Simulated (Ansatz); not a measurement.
GaNi₃N (anti-perovskite, Pm-3m), PBE in the plane-wave PAW code Ansatz, all energies at zero smearing, with the estimated change up to a 700 eV cutoff added, with one set of potentials and settings (totals compare only within such a set). Cell of 5 atoms (1 Ga, 1 N, 3 Ni): -21686.807 eV.

| element | reference phase | E (eV/atom) |
|---|---|---|
| Ga | Cmce, 4 atoms in the cell | -3783.0209 |
| N | Pa-3, 8 atoms in the cell | -384.0325 |
| Ni | Fm-3m, 1 atoms in the cell, spin-polarised | -5839.7239 |

Formation energy per atom, worked out: (-21686.807 − 1×(-3783.0209) − 1×(-384.0325) − 3×(-5839.7239))/5 = -0.116 eV/atom (-11 kJ per mol of atoms), at 0 K, without zero-point energy or fitted corrections.

A made-up cell: these elements were put on the sites of a structure type; neither database checked (COD, Materials Project) lists it. Whether it is the stable phase at ambient conditions was not checked. The PBE relaxation kept the symmetry of its start; whether a distortion lowers the energy is not shown. The workflow began spin-polarised and lost its moments. The references are the lowest solids computed at this level, not always the standard phases (solids in place of the gases).

Potentials: the later of the program's two PAW sets.
